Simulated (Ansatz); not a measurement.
Input, command and steps of an Ansatz relaxation.

```yaml
crystal:
  lattice:
    - [2.4878730237, 0.0, 0.0]
    - [-2.4878730237, 4.2945663362, 0.0025001972]
    - [0.0, 0.0039921946, 6.8247683419]
  atoms:
    - { symbol: C, position: [-0.1488176425, -0.1488176425, -0.0153491866] }
    - { symbol: C, position: [-0.147205311, 0.352794689, -0.0146835277] }
    - { symbol: C, position: [0.1842168898, 0.6842168898, 0.5153057856] }
    - { symbol: C, position: [0.1858862245, 0.1858862245, 0.5160074879] }
    - { symbol: C, position: [0.1866871564, 0.1866871564, -0.0153537787] }
    - { symbol: C, position: [0.1850310538, 0.6850310538, -0.0146572979] }
    - { symbol: C, position: [0.8519723562, 0.3519723562, 0.5153073116] }
    - { symbol: C, position: [0.8503710123, 0.8503710123, 0.5160093504] }
    - { symbol: Li, position: [0.5185249273, 0.0185249273, 0.2503171815] }
basis:
  ecutwfc: 420
kpoints:
  mp_grid: { grid: [14, 14, 6] }
hamiltonian:
  xc: pbe
  dispersion: d3bj
scf:
  occupations: { method: gaussian, width: 0.1 }
output:
  forces: true
  stress: true
  eigenvalues: true
relax:
  adjacent_minimum: "off"
  f_tol: 0.025
  max_steps: 70
  cell: { stress_tol: 0.12 }
```

```bash
ansatz run input.yaml --threads 2 --pin off --max-ram 5120MiB --backend cpu --events-out ev --progress --plain --runs-dir out
```

Method: DFT PBE+D3(BJ), scalar-relativistic, plane waves, PAW in Ansatz 0.2.0.

Of 4 frames 4 are shown, positions in Å and forces in eV/Å; the SCF threshold varies from step to step. Steps run on the plane waves of an earlier cell, with a Pulay correction in the pressure. The basis is chosen afresh for the last frame, the zero of the energies, and can be on the way; energy and pressure step there, also at an unchanged geometry. The mark taken_back stands on steps that the optimiser undid.

```xyz
9
Lattice="2.4879 0.0000 0.0000 -2.4879 4.2946 0.0025 0.0000 0.0040 6.8248" Properties=species:S:1:pos:R:3:forces:R:3 pbc="T T T" step=1 free_energy_over_end_meV_per_atom=0.08 pressure_GPa=-0.02
C     0.0000   -0.6392   -0.1051    0.0000    0.0240   -0.0050
C    -1.2439    1.5150   -0.0993    0.0000    0.0690    0.0000
C    -1.2439    2.9405    3.5186    0.0000   -0.0610    0.0030
C     0.0000    0.8004    3.5221    0.0000   -0.0350    0.0050
C     0.0000    0.8017   -0.1043    0.0000   -0.0310   -0.0070
C    -1.2439    2.9419   -0.0983    0.0000   -0.0620   -0.0030
C     1.2439    1.5136    3.5177    0.0000    0.0720    0.0020
C     0.0000    3.6540    3.5238    0.0000    0.0240    0.0050
Li    1.2439    0.0806    1.7084    0.0000    0.0000    0.0000
9
Lattice="2.4878 0.0000 0.0000 -2.4878 4.2957 0.0016 0.0000 0.0025 6.7421" Properties=species:S:1:pos:R:3:forces:R:3 pbc="T T T" step=2 free_energy_over_end_meV_per_atom=-0.23 pressure_GPa=0.07 taken_back
C     0.0000   -0.6400   -0.1258    0.0000    0.0260    0.0110
C    -1.2439    1.5152   -0.1201    0.0000    0.0360    0.0110
C    -1.2439    2.9409    3.4971    0.0000   -0.0340   -0.0110
C     0.0000    0.8004    3.5012    0.0000   -0.0310   -0.0110
C     0.0000    0.8011   -0.1253    0.0000   -0.0290    0.0110
C    -1.2439    2.9415   -0.1195    0.0000   -0.0340    0.0120
C     1.2439    1.5145    3.4965    0.0000    0.0390   -0.0120
C     0.0000    3.6550    3.5023    0.0000    0.0270   -0.0110
Li    1.2439    0.0802    1.6877    0.0000    0.0000    0.0000
9
Lattice="2.4878 0.0000 0.0000 -2.4878 4.2955 0.0005 0.0000 0.0009 6.7836" Properties=species:S:1:pos:R:3:forces:R:3 pbc="T T T" step=3 free_energy_over_end_meV_per_atom=-0.17 pressure_GPa=0.05
C     0.0000   -0.6404   -0.1085    0.0000    0.0000   -0.0100
C    -1.2439    1.5151   -0.1033    0.0000   -0.0100   -0.0030
C    -1.2439    2.9399    3.5000    0.0000    0.0110    0.0040
C     0.0000    0.7999    3.5048    0.0000   -0.0010    0.0090
C     0.0000    0.8003   -0.1084    0.0000   -0.0010   -0.0100
C    -1.2439    2.9403   -0.1031    0.0000    0.0110   -0.0030
C     1.2439    1.5147    3.4999    0.0000   -0.0120    0.0030
C     0.0000    3.6546    3.5051    0.0000    0.0020    0.0090
Li    1.2439    0.0797    1.6980    0.0000    0.0000    0.0010
9
Lattice="2.4878 0.0000 0.0000 -2.4878 4.2955 0.0005 0.0000 0.0009 6.7836" Properties=species:S:1:pos:R:3:forces:R:3 pbc="T T T" step=4 free_energy_over_end_meV_per_atom=0.00 pressure_GPa=0.02
C     0.0000   -0.6404   -0.1085    0.0000    0.0000   -0.0100
C    -1.2439    1.5151   -0.1033    0.0000   -0.0100   -0.0030
C    -1.2439    2.9399    3.5000    0.0000    0.0110    0.0040
C     0.0000    0.7999    3.5048    0.0000   -0.0010    0.0090
C     0.0000    0.8003   -0.1084    0.0000   -0.0010   -0.0100
C    -1.2439    2.9403   -0.1031    0.0000    0.0110   -0.0030
C     1.2439    1.5147    3.4999    0.0000   -0.0120    0.0030
C     0.0000    3.6546    3.5051    0.0000    0.0020    0.0090
Li    1.2439    0.0797    1.6980    0.0000    0.0000    0.0010
```

Time: 2.7 min on 2 threads of Arm Neoverse V1, on a shared host, peak memory 0.81 GiB.